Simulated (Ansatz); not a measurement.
Task: Each is relaxed and computed with r²SCAN in the plane-wave PAW code Ansatz. Which is the only metal?
(A) CaP, P-62m (Ca on 3g, Ca on 3f, P on 4h, P on 2e)
(B) Ca3Si4Ir4, I-43m (Si on 8c, Ir on 8c, Ca on 6b)
(C) Ca2Si, fluorite or antifluorite type
(D) SiO2, Pbcn (Si on 4c, O on 8d)

Result: B, Ca3Si4Ir4, I-43m (Si on 8c, Ir on 8c, Ca on 6b). Ca3Si4Ir4: metal; Ca2Si: gap 0.78 eV; SiO2: gap 6.75 eV (direct); CaP: gap 0.61 eV (indirect). Not the usual ambient phase: SiO2, Pbcn (Si on 4c, O on 8d). Standing as an ambient phase not checked: Ca3Si4Ir4, I-43m (Si on 8c, Ir on 8c, Ca on 6b); Ca2Si, fluorite or antifluorite type; CaP, P-62m (Ca on 3g, Ca on 3f, P on 4h, P on 2e). All cells were relaxed under the symmetry of their starts (and spin orders); stability against distortions was not tested throughout. Rows with no word on spin ran without spin polarisation. Spin–orbit coupling is left out wherever it is not named.

Potentials: the later of the program's two PAW sets.
